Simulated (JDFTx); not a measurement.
System: Al(110) (Fm-3m bulk; lattice of mp-134, not re-optimised at this level), 1x1 cell of 5 atoms in 5 planes, area 11.54 Å² a face, 5.7 Å between the outermost planes in a cell 29.7 Å high; k mesh 6×8×1, Fermi width 0.01 Ha, no spin polarisation.

Level of theory: PBE, GBRV ultrasoft potentials, plane waves to 20/100 Ha; code: a modified build of JDFTx. Unrelaxed slab in water; the salt concentration and the model vary. Capacitances repeat to about ±0.2 μF/cm². SHE scale: U = −μ/e − 4.44 V, by convention. This is a symmetric, unreconstructed model surface, and the continuum liquid cannot react with it. Convergence in thickness and k mesh wasn't tested for this slab.

```json
[
 {"liquid": "linear PCM (GLSSA13), 0.1 M NaF", "screening length (Å)": "9.6", "U_pzc (V)": "-0.67", "mean C 0.3 V below (μF/cm²)": "15.2", "mean C 0.3 V above (μF/cm²)": "(withheld)"},
 {"liquid": "linear PCM (GLSSA13), 0.3 M NaF", "screening length (Å)": "5.5", "U_pzc (V)": "-0.67", "mean C 0.3 V below (μF/cm²)": "16.7", "mean C 0.3 V above (μF/cm²)": "19.1"},
 {"liquid": "linear PCM (GLSSA13), 1 M NaF", "screening length (Å)": "3.0", "U_pzc (V)": "-0.67", "mean C 0.3 V below (μF/cm²)": "17.8", "mean C 0.3 V above (μF/cm²)": "20.6"},
 {"liquid": "linear PCM (GLSSA13), 3 M NaF", "screening length (Å)": "1.8", "U_pzc (V)": "-0.67", "mean C 0.3 V below (μF/cm²)": "18.4", "mean C 0.3 V above (μF/cm²)": "(withheld)"},
 {"liquid": "nonlinear PCM (GLSSA13), 1 M NaF", "screening length (Å)": "3.0", "U_pzc (V)": "-0.77", "mean C 0.3 V below (μF/cm²)": "22.5", "mean C 0.3 V above (μF/cm²)": "23.1"}
]
```

Problem. Some entries are withheld; supply them.

Solution. 
- linear PCM (GLSSA13), 0.1 M NaF, mean C 0.3 V above (μF/cm²): 17.0
- linear PCM (GLSSA13), 3 M NaF, mean C 0.3 V above (μF/cm²): 21.7
